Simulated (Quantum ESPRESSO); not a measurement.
**Band energies of Mg₃ZnO₄**

```xyz
8
Lattice="3.0262 0.0000 0.0000 0.0000 3.0262 0.0000 0.0000 0.0000 8.5532" Properties=species:S:1:pos:R:3 pbc="T T T"
O      0.0000     0.0000     2.1647
O      0.0000     0.0000     6.3886
O      1.5131     1.5131     0.0000
O      1.5131     1.5131     4.2766
Mg     1.5131     1.5131     6.4186
Mg     1.5131     1.5131     2.1346
Mg     0.0000     0.0000     4.2766
Zn     0.0000     0.0000     0.0000
```

PBEsol (Quantum ESPRESSO, PseudoDojo norm-conserving, 84 Ry, scalar-relativistic); path ΓXMΓZRAZ,XR,MA; energies in eV from the valence-band maximum.

```
k (1/Å)  point  band 33  band 34  band 35  band 36  band 37  band 38  band 39  band 40
-------  -----  -------  -------  -------  -------  -------  -------  -------  -------
0.00         Γ    -1.35    -1.35    -0.84    -0.78    -0.78     2.44     5.81     6.71
0.42              -1.32    -1.26    -1.08    -1.06    -0.77     3.92     6.47     6.93
1.04         X    -1.34    -1.27    -1.23    -0.48     0.00     6.09     6.48     7.52
1.45              -1.94    -1.85    -1.56    -1.21    -0.81     6.92     7.51     7.74
2.08         M    -2.26    -2.16    -2.11    -2.11    -2.03     5.18     8.71     8.89
2.44              -2.25    -2.05    -1.92    -1.79    -1.28     5.88     8.81     9.28
2.99              -2.07    -1.39    -1.22    -1.16    -0.54     4.83     7.15     7.47
3.36              -1.36    -1.35    -1.09    -0.88    -0.84     2.83     5.99     6.80
3.54         Γ    -1.35    -1.35    -0.84    -0.78    -0.78     2.44     5.81     6.71
3.54         Z    -1.77    -1.18    -1.18    -0.84    -0.84     3.24     4.71     7.23
3.72              -1.77    -1.15    -0.93    -0.90    -0.85     3.42     4.89     7.40
4.06              -1.57    -1.15    -0.94    -0.75    -0.57     4.54     5.87     8.13
4.58         R    -1.38    -1.27    -1.23    -0.86     0.00     6.38     7.02     7.05
4.88              -1.84    -1.50    -1.49    -0.87    -0.68     7.04     7.10     7.54
5.32              -2.55    -2.01    -1.94    -1.85    -1.49     5.77     8.70     9.06
5.62         A    -2.46    -2.29    -2.29    -2.13    -2.01     5.36     9.04     9.04
6.06              -2.04    -1.98    -1.86    -1.75    -1.06     6.19     8.61     8.67
6.35              -1.91    -1.65    -1.61    -1.43    -0.54     5.94     7.20     9.29
6.80              -1.84    -1.35    -1.01    -0.92    -0.61     3.78     5.23     7.72
7.09         Z    -1.77    -1.18    -1.18    -0.84    -0.84     3.24     4.71     7.23
7.09         X    -1.34    -1.27    -1.23    -0.48     0.00     6.09     6.48     7.52
7.46         R    -1.38    -1.27    -1.23    -0.86     0.00     6.38     7.02     7.05
7.46         M    -2.26    -2.16    -2.11    -2.11    -2.03     5.18     8.71     8.89
7.82         A    -2.46    -2.29    -2.29    -2.13    -2.01     5.36     9.04     9.04
```

The PBEsol gap is indirect, 2.44 eV, from X to Γ; the smallest direct gap is 3.22 eV.

Geometry of the Materials Project entry, not relaxed at this level.

The structure is a Materials Project entry; no match was found in the copy of COD used, and its stability was not checked.
